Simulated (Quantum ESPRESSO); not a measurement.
```
NiS2
1.0
    5.26372     0.00000     0.00000
    0.00000     5.15213     0.00000
    0.00000     0.00000    14.10000
S Ni
4 2
Direct
  0.99646   0.99789   0.03996
  0.74793   0.49789   0.96004
  0.49642   0.73539   0.03994
  0.24796   0.23539   0.96006
  0.62219   0.11670   0.00008
  0.12219   0.61670   0.99992
```

The layer was cut from Materials Project entry mp-1180046 and relaxed with PBEsol in a cell 14.1 Å high, with the Coulomb interaction truncated along z.

Question: What does norm-conserving PBEsol (Quantum ESPRESSO, 98 Ry, scalar-relativistic) give for the electronic structure near the Fermi level?

Answer: The PBEsol gap is indirect, 0.83 eV, from Γ to S; the smallest direct gap is 1.25 eV. The valence-band maximum lies 5.30 eV below the vacuum level. The 3d shell has no Hubbard U; the runs are without spin polarisation, and magnetic order was not tried.

This is a model layer cut from the bulk structure; whether it is stable on its own was not checked.
